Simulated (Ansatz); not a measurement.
Here is the system:

Ta₄N₅:
```
Ta4N5
1.0
   -3.43097     3.43097     2.13406
    3.43097    -3.43097     2.13406
    3.43097     3.43097    -2.13406
Ta N
4 5
Direct
  0.21702   0.60544   0.82246
  0.78298   0.39456   0.17754
  0.39456   0.21702   0.61157
  0.60544   0.78298   0.38843
  0.50000   0.50000   0.00000
  0.09150   0.30878   0.40029
  0.90850   0.69122   0.59971
  0.69122   0.09150   0.78272
  0.30878   0.90850   0.21728
```

This is the r²SCAN-relaxed structure.

Q: All from DFT-r²SCAN in the program Ansatz with PAW potentials, unless another level is named. Estimate the highest zone-centre frequency.

A: 695 cm^-1.

Q: Predict the bulk modulus (Birch–Murnaghan fit).

A: 308 GPa.

Space group I4/m. The workflow started from a Materials Project entry (that database holds measured and hypothetical structures alike); the Crystallography Open Database copy checked does not list it. Its standing as an ambient phase is unchecked. The r²SCAN relaxation kept the symmetry of its start; its stability against distortions is not shown here. No spin polarisation was allowed. As this level gives no gap, phonon frequencies hold no LO–TO term and depend on the k-mesh and smearing (Fermi–Dirac, 0.1 eV here). Spin–orbit coupling is left out wherever it is not named.

Potentials: the later of the program's two PAW sets.
